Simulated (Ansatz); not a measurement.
Notes on SrBiClF$_{2}$

```yaml
crystal:
  lattice:
    - [5.67549, 0.00000, 0.00000]
    - [2.83775, -6.54040, 0.00000]
    - [0.00000, 0.00000, -5.54405]
  atoms:
    - { symbol: Cl, position: [0.74450, 0.51100, 0.75000] }
    - { symbol: Cl, position: [0.25550, 0.48900, 0.25000] }
    - { symbol: F, position: [0.24700, 0.00000, 0.00000] }
    - { symbol: F, position: [0.75300, 0.00000, 0.50000] }
    - { symbol: F, position: [0.75300, 0.00000, 0.00000] }
    - { symbol: F, position: [0.24700, 0.00000, 0.50000] }
    - { symbol: Sr, position: [0.40500, 0.19000, 0.75000] }
    - { symbol: Sr, position: [0.59500, 0.81000, 0.25000] }
    - { symbol: Bi, position: [0.07390, 0.85220, 0.75000] }
    - { symbol: Bi, position: [0.92610, 0.14780, 0.25000] }
```

The numbers come from plane-wave PAW DFT (Ansatz): r2SCAN, no spin polarisation, 500 eV, 7×7×6 Γ-centred k points, fermi-dirac occupations (width 0.1 eV). Nothing was relaxed.

**Question.** What happens at the Fermi level?

**Answer.** It is a metal, with about 4.5 states/eV a cell as the mean within 0.25 eV of the Fermi level, mostly Bi p (75 %).

**Question.** What do density and ELF say about some of the short contacts?

**Answer.** F–Bi at 2.20 Å: least valence density 0.50 e/Å³ and ELF 0.15 there. F–Sr at 2.35 Å: least valence density 0.30 e/Å³ and ELF 0.08 there. Cl–Sr at 3.39 Å: least valence density 0.07 e/Å³ and ELF 0.04 there. These are pseudo-fields; inside the PAW spheres they differ from the all-electron ones.

**Question.** Which atom feels the largest force, and which way?

**Answer.** The largest is on Bi9 (and as large on other atoms): 4.50 eV/Å, components (0.00, 4.50, 0.00). It makes 116° with the line to a nearest neighbour, F4 at 2.20 Å.

**Question.** Is it stable against the elements?

**Answer.** -1.72 eV an atom against the elements' usual phases (free molecules for gases, crystals otherwise, with no correction for O₂ or N₂), so it is bound against them; other compounds may still compete. Relaxing would lower it.

**Question.** What does the stress say?

**Answer.** The pressure is 18.3 GPa (compression positive), so with the atoms held at these fractions the cell would first expand; the forces are large, so a full relaxation may end otherwise. The principal stresses 7.6, 21.8, 25.6 GPa differ, so its shape would change too.

**Question.** How is the charge shared?

**Answer.** Bader charges in e: Sr +1.64, Bi +1.03, Cl -0.92, F -0.88. In the mean Sr gives up most and Cl takes most.

Origin: a known structure type with other elements, at an estimated volume, so it need not be a known compound. Caveats: many states at the Fermi level without spin polarisation, so a magnetic state may lie lower; atoms or cell far from equilibrium.
